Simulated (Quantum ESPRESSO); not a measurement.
AlSi2PC4, a curve over strain

Simulated, not a measurement. The program is pw.x of Quantum ESPRESSO 7.5 (plane-wave density functional theory). The cell is made up: 8 atoms on a zincblende/diamond lattice, with randomly drawn elements, strain and displacements, not relaxed. PseudoDojo standard norm-conserving files (v0.5 for PBE, v0.4.1 for LDA and PBEsol) set the functional; there is no spin polarisation, spin-orbit coupling or dispersion term, and the masses in the input are unused placeholders.

Seven runs add a strain to one cell (shear xy, as the tensor component); the atoms follow the cell and are not relaxed. Stress in the table is positive in tension.

Input of the run at +0.0018:

```
&control calculation='scf', pseudo_dir='./dojo.nc.sr.pbe.v0_5.standard.upf', outdir='./o', disk_io='medium', tprnfor=.true., tstress=.true. /
&system ibrav=0, nat=8, ntyp=4, nbnd=22, ecutwfc=82.02448710, nosym=.true., tot_charge=0,
 occupations='smearing', smearing='fd', degauss=0.0018374661
/
&electrons conv_thr=7.350e-09, electron_maxstep=60, /
ATOMIC_SPECIES
Al 1.0 Al.upf
C 1.0 C.upf
P 1.0 P.upf
Si 1.0 Si.upf
CELL_PARAMETERS angstrom
4.4498 0.008 0.0
0.008 4.4498 0.0
0.0 0.0 4.4498
ATOMIC_POSITIONS angstrom
Al -0.0067 -0.0066 0.0193
Si 0.0126 2.1907 2.2282
P 2.2485 0.0043 2.1759
Si 2.2557 2.223 0.0098
C 1.0621 1.1473 1.1582
C 1.1555 3.322 3.3709
C 3.3005 1.1144 3.3289
C 3.3688 3.3759 1.1129
K_POINTS automatic
4 4 4 1 1 1
```

```
added strain  free energy less that of the input shown (eV)  stress xx (GPa)  stress yy (GPa)  stress zz (GPa)  stress xy (GPa)  pressure (GPa)  iterations
     -0.0224                                         0.1138             4.54             6.32             4.73            -9.79           -5.20          12
     -0.0132                                         0.0363             4.85             6.65             4.75            -5.63           -5.42          12
     +0.0018                                         0.0000             4.90             6.71             4.61             1.14           -5.41          12
     +0.0091                                         0.0222             4.71             6.53             4.47             4.44           -5.24          12
     +0.0118                                         0.0371             4.61             6.43             4.41             5.66           -5.15          12
     +0.0155                                         0.0629             4.44             6.27             4.32             7.34           -5.01          12
     +0.0202                                         0.1061             4.17             6.01             4.17             9.48           -4.78          12
```

A cubic fit gives a slope of stress xy against the added strain of 451 GPa at zero added strain, with the atoms clamped. Across the table the free energy follows the integral of the stress to within 0.7 meV. A rerun of one of the cells at 1347 eV and a 6 x 6 x 6 mesh moved values by no more than 0.007 eV in energy, 0.06 GPa in stress and 0.002 eV/Å in force.